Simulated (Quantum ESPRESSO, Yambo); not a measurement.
**Al$_{3}$BC: DFT and GW levels**

```cif
data_C2Al6B2
_chemical_formula_sum 'B2 C2 Al6'
_space_group_name_H-M_alt 'P 1'
_space_group_IT_number 1
_cell_length_a 3.48118
_cell_length_b 3.48118
_cell_length_c 11.46837
_cell_angle_alpha 90.000
_cell_angle_beta 90.000
_cell_angle_gamma 120.000
loop_
_space_group_symop_operation_xyz
  'x, y, z'
loop_
_atom_site_label
_atom_site_type_symbol
_atom_site_fract_x
_atom_site_fract_y
_atom_site_fract_z
_atom_site_occupancy
B1 B 0.00000 0.00000 0.00000 1
B2 B 0.00000 0.00000 0.50000 1
C1 C 0.33333 0.66667 0.25000 1
C2 C 0.66667 0.33333 0.75000 1
Al1 Al 0.66667 0.33333 0.92424 1
Al2 Al 0.33333 0.66667 0.07576 1
Al3 Al 0.33333 0.66667 0.42424 1
Al4 Al 0.66667 0.33333 0.57576 1
Al5 Al 0.00000 0.00000 0.75000 1
Al6 Al 0.00000 0.00000 0.25000 1
```

The geometry is that of Materials Project entry mp-1228446, symmetrised and not relaxed again.

Starting point: PBEsol (Quantum ESPRESSO, PseudoDojo norm-conserving, 82 Ry, without SOC). G0W0 in Yambo: 6×6×1 Γ-centred k mesh, 216 bands and a 8 Ry block in the screening, 216 bands in G with the Bruneval-Gonze terminator, plasmon pole fitted at 27.2 eV.

```yaml
PBEsol gap along the band path: 0.38 eV
PBEsol gap between the mesh's edge points (Γ → M): 0.38 eV
G0W0 gap between the same points: 0.81 eV
PBEsol smallest direct gap on the mesh (at Γ): 1.62 eV
G0W0 direct gap at that point: 2.13 eV
```

| k point | band | E PBEsol (eV) | E QP (eV) | shift (eV) | Z |
|---|---|---|---|---|---|
| Γ | VB | 0.00 | -0.34 | -0.34 | 0.78 |
| Γ | CB | 1.62 | 1.78 | 0.16 | 0.79 |
| M | VB | -1.31 | -1.71 | -0.40 | 0.78 |
| M | CB | 0.38 | 0.47 | 0.08 | 0.80 |
| K | VB | -0.56 | -0.91 | -0.35 | 0.78 |
| K | CB | 1.77 | 1.90 | 0.13 | 0.80 |

Energies count from the PBEsol valence-band maximum.

Nearest settings tried, and what they do to the gap: 135 bands in G: -6 meV; 76 bands in W, 76 bands in G: -20 meV; 1 Ry block (13 vectors against 301): -165 meV. Not varied: mesh. So the settings aren't converged at that level.

The structure is a Materials Project entry; no match was found in the copy of COD used, and its stability was not checked.
